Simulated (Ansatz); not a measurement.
Start of a relaxation of Ge5P:

```cif
data_structure
_symmetry_space_group_name_H-M 'F-43m'
_symmetry_Int_Tables_number 216
_cell_length_a 8.0465
_cell_length_b 8.0465
_cell_length_c 8.0465
_cell_angle_alpha 90.000
_cell_angle_beta 90.000
_cell_angle_gamma 90.000
_cell_volume 520.97
loop_
_atom_site_label
_atom_site_type_symbol
_atom_site_symmetry_multiplicity
_atom_site_Wyckoff_symbol
_atom_site_fract_x
_atom_site_fract_y
_atom_site_fract_z
_atom_site_occupancy
Ge1 Ge 16 e 0.34688 0.15312 0.34688 1
Ge2 Ge 4 b 0.50000 0.00000 0.00000 1
P1 P 4 a 0.00000 0.00000 0.00000 1
```

Theory: DFT PBE, scalar-relativistic, plane waves, PAW in Ansatz. Cutoff 420 eV, Gaussian smearing, Γ-centred meshes. Cell and atoms relax first on a coarse mesh and then on a finer one. In between, the cell is made exact in the group found at 0.06 Å. In metals the finer mesh still leaves noise of several meV/atom or more. The steps can't lower the symmetry of their start. No spin polarisation.

A guess keeps its type if space group and coordination stay and the shape of the cell changes little (axis ratios within about 15 %, angles within 6°); the volume may change.

Q: Does it keep its structure type, or change into something else?

A: It keeps its type. The symmetry stays F-43m (No. 216). The volume per atom grows by 45.2 %, from 21.7 to 31.5 Å³. The shortest distance goes from 2.13 Å (Ge–P) to 2.32 Å (Ge–P). Counting neighbours within 15 % of an atom's shortest distance, the start has Ge 4/12, P 4 and the end Ge 4/12, P 4.

Formation energies are uncorrected and refer to the elements' standard structures at the same level. The references include black phosphorus.

Q: At what energy does it end?

A: +0.90 eV/atom. A positive value: parting into the elements would lower its energy.

The last run used an 8×8×8 mesh for its 6-atom cell and Gaussian smearing of 0.10 eV. Ge stands nearly free of neighbours here, and without spin polarisation the energy of such atoms comes out too high. The cell is a metal run without spin; a magnetic state may lie lower. The reference form of P is held partly by dispersion forces, which this level lacks. Symmetry constrained the relaxation, so the result can be a saddle point. Another cell of Ge5P relaxed alike, in P-6m2, lies 0.63 eV/atom lower, so this cell isn't the stable form at this level.

In counts of neighbours, a slash parts the counts of unlike sites.
